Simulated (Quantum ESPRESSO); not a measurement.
## Si2AsO5N (one run as intended and one with a planted mistake)

Computed values, not a measurement. The program is pw.x of Quantum ESPRESSO 7.5 (plane-wave density functional theory). The cell is made up: 9 atoms on a quartz lattice, with randomly drawn elements, strain and displacements, not relaxed. PseudoDojo standard norm-conserving files (v0.5 for PBE, v0.4.1 for LDA and PBEsol) set the functional; there is no spin polarisation, spin-orbit coupling or dispersion term, and the masses in the input are unused placeholders.

Intended input:

```
&control calculation='scf', pseudo_dir='./dojo.nc.sr.pbe.v0_5.standard.upf', outdir='./o', disk_io='low', tprnfor=.true., tstress=.true. /
&system ibrav=0, nat=9, ntyp=4, nbnd=35, ecutwfc=84.00895049, nosym=.true., tot_charge=0,
 occupations='smearing', smearing='fd', degauss=0.0018374661
/
&electrons conv_thr=7.350e-09, electron_maxstep=60, /
ATOMIC_SPECIES
As 1.0 As.upf
N 1.0 N.upf
O 1.0 O.upf
Si 1.0 Si.upf
CELL_PARAMETERS angstrom
5.0756 0.0 0.0
-2.5378 4.3956 0.0
0.0 0.0 5.571
ATOMIC_POSITIONS angstrom
Si 2.327 -0.0246 3.6659
As -1.3468 1.9812 1.855
Si 1.2806 2.211 -0.0146
O 1.414 1.0907 4.3514
O 3.3198 0.6588 2.5484
O 2.8608 2.565 0.8199
O 0.3528 1.73 1.1461
N -1.0481 3.1923 3.085
O 0.9008 3.6999 4.9835
K_POINTS automatic
5 5 4 1 1 1
```

The log is shortened where brackets say so; the opening notice, blank lines, dates and the lines on written files are dropped, and the path of the files is cut. It prints rydbergs, bohrs and kilobars, and counts compression as positive stress. Where no state is partly filled, the Fermi energy that it prints is only some level between the filled and the empty states on the mesh, and need not lie in the true gap.

Log of the intended run:

```
     Program PWSCF v.7.5
     Parallel version (MPI & OpenMP), running on       4 processor cores
     Number of MPI processes:                 4
     Threads/MPI process:                     1
     [start-up lines left out]
     bravais-lattice index     =            0
     lattice parameter (alat)  =       9.5915  a.u.
     unit-cell volume          =     838.7554 (a.u.)^3
     number of atoms/cell      =            9
     number of atomic types    =            4
     number of electrons       =        58.00
     number of Kohn-Sham states=           35
     kinetic-energy cutoff     =      84.0090  Ry
     charge density cutoff     =     336.0358  Ry
     scf convergence threshold =      7.3E-09
     mixing beta               =       0.7000
     number of iterations used =            8  plain     mixing
     Exchange-correlation= PBE
                           (   1   4   3   4   0   0   0)
     [axes and pseudopotential details left out]
   Cartesian axes
     site n.     atom                  positions (alat units)
         1        Si     tau(   1) = (   0.4584680  -0.0048467   0.7222594  )
         2        As     tau(   2) = (  -0.2653479   0.3903381   0.3654740  )
         3        Si     tau(   3) = (   0.2523051   0.4356135  -0.0028765  )
         4        O      tau(   4) = (   0.2785878   0.2148909   0.8573174  )
         5        O      tau(   5) = (   0.6540705   0.1297975   0.5020884  )
         6        O      tau(   6) = (   0.5636378   0.5053590   0.1615376  )
         7        O      tau(   7) = (   0.0695090   0.3408464   0.2258058  )
         8        N      tau(   8) = (  -0.2064978   0.6289503   0.6078099  )
         9        O      tau(   9) = (   0.1774766   0.7289582   0.9818544  )
     number of k points=    50  Fermi-Dirac smearing, width (Ry)=  0.0018
                       cart. coord. in units 2pi/alat
        k(    1) = (   0.1000000   0.1732050   0.1138844), wk =   0.0400000
        k(    2) = (   0.1000000   0.1732050   0.3416532), wk =   0.0400000
     [further k points left out]
     Dense  grid:    87235 G-vectors     FFT dimensions: (  60,  60,  64)
     Estimated max dynamical RAM per process >     192.23 MB
     Estimated total dynamical RAM >     705.04 MB
     Initial potential from superposition of free atoms
     starting charge      57.9985, renormalised to      58.0000
     Starting wfcs are   41 randomized atomic wfcs
     total cpu time spent up to now is        5.4 secs
     per-process dynamical memory:   145.4 Mb
     Self-consistent Calculation
     iteration #  1     ecut=    84.01 Ry     beta= 0.70
     Davidson diagonalization with overlap
     ethr =  1.00E-02,  avg # of iterations =  3.0
     total cpu time spent up to now is       17.3 secs
     total energy              =    -414.13591588 Ry
     estimated scf accuracy    <       2.75914048 Ry
     iteration #  2     ecut=    84.01 Ry     beta= 0.70
     Davidson diagonalization with overlap
     ethr =  4.76E-03,  avg # of iterations =  3.0
     total cpu time spent up to now is       28.5 secs
     total energy              =    -414.87572255 Ry
     estimated scf accuracy    <       2.16753909 Ry
     [iterations 3 to 9 left out]
     iteration # 10     ecut=    84.01 Ry     beta= 0.70
     Davidson diagonalization with overlap
     ethr =  1.97E-09,  avg # of iterations =  2.0
     total cpu time spent up to now is      108.1 secs
     total energy              =    -415.31547829 Ry
     estimated scf accuracy    <       0.00000008 Ry
     iteration # 11     ecut=    84.01 Ry     beta= 0.70
     Davidson diagonalization with overlap
     ethr =  1.45E-10,  avg # of iterations =  2.3
     total cpu time spent up to now is      117.3 secs
     End of self-consistent calculation
     [lines on levels left out]
     the Fermi energy is     5.5973 ev
!    total energy              =    -415.31547831 Ry
     estimated scf accuracy    <          7.3E-09 Ry
     smearing contrib. (-TS)   =       0.00000000 Ry
     internal energy E=F+TS    =    -415.31547831 Ry
     The total energy is F=E-TS. E is the sum of the following terms:
     one-electron contribution =    -284.06199160 Ry
     hartree contribution      =     169.46489133 Ry
     xc contribution           =    -102.68149455 Ry
     ewald contribution        =    -198.03688350 Ry
     convergence has been achieved in  11 iterations
     Forces acting on atoms (cartesian axes, Ry/au):
     atom    1 type  4   force =     0.09826388   -0.05502000    0.10695736
     atom    2 type  1   force =     0.48381091    0.15824366    0.34079384
     atom    3 type  4   force =     0.04824232    0.08440654   -0.08598836
     atom    4 type  3   force =     0.00570825    0.06586409    0.06172179
     atom    5 type  3   force =    -0.04672315   -0.23532820    0.08353072
     atom    6 type  3   force =    -0.38390809    0.15191130   -0.43683070
     atom    7 type  3   force =    -0.08030541   -0.04973832    0.06114951
     atom    8 type  2   force =    -0.08844173   -0.13967071   -0.08255735
     atom    9 type  3   force =    -0.03664697    0.01933164   -0.04877680
     Total force =     0.949279     Total SCF correction =     0.000225
     Computing stress (Cartesian axis) and pressure
          total   stress  (Ry/bohr**3)                   (kbar)     P=      117.76
   0.00048051   0.00011138   0.00028327           70.69       16.39       41.67
   0.00011138   0.00099693  -0.00078135           16.39      146.65     -114.94
   0.00028327  -0.00078135   0.00092412           41.67     -114.94      135.94
     init_run     :      5.16s CPU      5.35s WALL (       1 calls)
     electrons    :    111.26s CPU    111.90s WALL (       1 calls)
     forces       :      1.42s CPU      1.45s WALL (       1 calls)
     stress       :      4.87s CPU      4.87s WALL (       1 calls)
     [timing details left out]
     PWSCF        :   2m 2.88s CPU   2m 3.79s WALL
     JOB DONE.
```

A second run has one planted mistake: the smearing is too wide. The input lines that differ, file-writing options aside:

```
- &system ibrav=0, nat=9, ntyp=4, nbnd=35, ecutwfc=84.00895049, nosym=.true., tot_charge=0,
+ &system ibrav=0, nat=9, ntyp=4, nbnd=53, ecutwfc=84.00895049, nosym=.true., tot_charge=0,
-  occupations='smearing', smearing='fd', degauss=0.0018374661
+  occupations='smearing', smearing='fd', degauss=0.0418942273
```

Its log:

```
     Program PWSCF v.7.5
     Parallel version (MPI & OpenMP), running on       4 processor cores
     Number of MPI processes:                 4
     Threads/MPI process:                     1
     [start-up lines left out]
     bravais-lattice index     =            0
     lattice parameter (alat)  =       9.5915  a.u.
     unit-cell volume          =     838.7554 (a.u.)^3
     number of atoms/cell      =            9
     number of atomic types    =            4
     number of electrons       =        58.00
     number of Kohn-Sham states=           53
     kinetic-energy cutoff     =      84.0090  Ry
     charge density cutoff     =     336.0358  Ry
     scf convergence threshold =      7.3E-09
     mixing beta               =       0.7000
     number of iterations used =            8  plain     mixing
     Exchange-correlation= PBE
                           (   1   4   3   4   0   0   0)
     [axes and pseudopotential details left out]
   Cartesian axes
     site n.     atom                  positions (alat units)
         1        Si     tau(   1) = (   0.4584680  -0.0048467   0.7222594  )
         2        As     tau(   2) = (  -0.2653479   0.3903381   0.3654740  )
         3        Si     tau(   3) = (   0.2523051   0.4356135  -0.0028765  )
         4        O      tau(   4) = (   0.2785878   0.2148909   0.8573174  )
         5        O      tau(   5) = (   0.6540705   0.1297975   0.5020884  )
         6        O      tau(   6) = (   0.5636378   0.5053590   0.1615376  )
         7        O      tau(   7) = (   0.0695090   0.3408464   0.2258058  )
         8        N      tau(   8) = (  -0.2064978   0.6289503   0.6078099  )
         9        O      tau(   9) = (   0.1774766   0.7289582   0.9818544  )
     number of k points=    50  Fermi-Dirac smearing, width (Ry)=  0.0419
                       cart. coord. in units 2pi/alat
        k(    1) = (   0.1000000   0.1732050   0.1138844), wk =   0.0400000
        k(    2) = (   0.1000000   0.1732050   0.3416532), wk =   0.0400000
     [further k points left out]
     Dense  grid:    87235 G-vectors     FFT dimensions: (  60,  60,  64)
     Estimated max dynamical RAM per process >     246.47 MB
     Estimated total dynamical RAM >     922.01 MB
     Initial potential from superposition of free atoms
     starting charge      57.9985, renormalised to      58.0000
     Starting wfcs are   41 randomized atomic wfcs +   12 random wfcs
     total cpu time spent up to now is        6.3 secs
     per-process dynamical memory:   196.0 Mb
     Self-consistent Calculation
     iteration #  1     ecut=    84.01 Ry     beta= 0.70
     Davidson diagonalization with overlap
     ethr =  1.00E-02,  avg # of iterations =  7.0
     total cpu time spent up to now is       26.7 secs
     total energy              =    -414.19801386 Ry
     estimated scf accuracy    <       2.70289586 Ry
     iteration #  2     ecut=    84.01 Ry     beta= 0.70
     Davidson diagonalization with overlap
     ethr =  4.66E-03,  avg # of iterations =  2.0
     total cpu time spent up to now is       39.8 secs
     total energy              =    -414.73870472 Ry
     estimated scf accuracy    <       2.52183491 Ry
     [iterations 3 to 9 left out]
     iteration # 10     ecut=    84.01 Ry     beta= 0.70
     Davidson diagonalization with overlap
     ethr =  6.75E-10,  avg # of iterations =  2.0
     total cpu time spent up to now is      138.9 secs
     total energy              =    -415.32203855 Ry
     estimated scf accuracy    <       0.00000006 Ry
     iteration # 11     ecut=    84.01 Ry     beta= 0.70
     Davidson diagonalization with overlap
     ethr =  1.03E-10,  avg # of iterations =  2.0
     total cpu time spent up to now is      150.1 secs
     End of self-consistent calculation
     [lines on levels left out]
     the Fermi energy is     6.3388 ev
!    total energy              =    -415.32203856 Ry
     estimated scf accuracy    <          5.9E-09 Ry
     smearing contrib. (-TS)   =      -0.02922993 Ry
     internal energy E=F+TS    =    -415.29280863 Ry
     The total energy is F=E-TS. E is the sum of the following terms:
     one-electron contribution =    -284.11192501 Ry
     hartree contribution      =     169.53795760 Ry
     xc contribution           =    -102.68195771 Ry
     ewald contribution        =    -198.03688350 Ry
     convergence has been achieved in  11 iterations
     Forces acting on atoms (cartesian axes, Ry/au):
     atom    1 type  4   force =     0.10252126   -0.04678636    0.11108259
     atom    2 type  1   force =     0.48044374    0.14771520    0.32648535
     atom    3 type  4   force =     0.04939586    0.08208415   -0.08175268
     atom    4 type  3   force =     0.00466069    0.06442671    0.05854584
     atom    5 type  3   force =    -0.05146048   -0.24050276    0.09128600
     atom    6 type  3   force =    -0.38591606    0.15836848   -0.43651071
     atom    7 type  3   force =    -0.07197254   -0.04902393    0.05982107
     atom    8 type  2   force =    -0.08924044   -0.13631417   -0.07724301
     atom    9 type  3   force =    -0.03843204    0.02003269   -0.05171447
     Total force =     0.943049     Total SCF correction =     0.000157
     Computing stress (Cartesian axis) and pressure
          total   stress  (Ry/bohr**3)                   (kbar)     P=      127.90
   0.00056046   0.00012006   0.00027814           82.45       17.66       40.92
   0.00012006   0.00106723  -0.00077610           17.66      157.00     -114.17
   0.00027814  -0.00077610   0.00098060           40.92     -114.17      144.25
     init_run     :      5.80s CPU      6.04s WALL (       1 calls)
     electrons    :    143.03s CPU    143.83s WALL (       1 calls)
     forces       :      1.65s CPU      1.68s WALL (       1 calls)
     stress       :      5.79s CPU      5.79s WALL (       1 calls)
     [timing details left out]
     PWSCF        :   2m36.60s CPU   2m37.76s WALL
     JOB DONE.
```

|  | intended run | run with the mistake |
| --- | --- | --- |
| free energy (eV) | -5650.655 | -5650.744 |
| smearing term -TS (eV) | 0.0000 | -0.3977 |
| pressure (GPa) | 11.78 | 12.79 |
| largest force component (eV/Å) | 12.439 | 12.353 |
| largest change of a force component (eV/Å) |  | 0.368 |
| iterations | 11 | 11 |

For scale, a rerun of the intended cell at a cutoff of 1437 eV and k mesh 7 x 7 x 6 moved values by no more than 0.004 eV in energy, 0.02 GPa in stress and 0.002 eV/Å in force. The number of bands, nbnd, was set by rule from the electron count and the smearing, so it follows the mistake.